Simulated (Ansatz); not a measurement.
Input:

LiHS:
```xyz
6
Lattice="0.0000 2.7864 -2.7707 0.0000 2.7864 2.7707 6.1086 0.0000 0.0000" Properties=species:S:1:pos:R:3 pbc="T T T"
Li     3.0543     2.7864     0.0011
Li     0.0000     2.7864     0.0011
S      4.5815     4.2534     1.3009
S      1.5272     1.3194     1.3009
H      1.5272     0.3758     0.3438
H      4.5815     5.1971     0.3438
```

This is the r²SCAN-relaxed structure. x, y and z are the axes in which the lattice vectors are written.

Task: All from plane-wave PAW r²SCAN (Ansatz code), unless another level is named. Give the piezoelectric stress constants (proper, relaxed ions, C/m²).

Result: e15 = 0.27, e24 = 0.09, e32 = -0.02, e33 = 0.10.

Task: Next, the bulk modulus (Birch–Murnaghan fit)?

Result: 22.8 GPa.

Task: Next, the elastic constants (relaxed ions, GPa)?

Result: C11 = 39.8, C22 = 30.8, C33 = 29.5, C12 = 14.5, C13 = 14.0, C23 = 24.8, C44 = 23.7, C55 = -8.6, C66 = -0.1.

Task: Next, the highest zone-centre frequency (without LO–TO term)?

Result: 2659 cm⁻¹.

Space group Ama2. The workflow started from an entry of the Crystallography Open Database (COD), which files this formula under 3 space groups. Whether it is the stable phase at ambient conditions was not checked. The cell was relaxed with r²SCAN under the symmetry of its start. At this level the phase is mechanically unstable.

Potentials: the later of the program's two PAW sets.
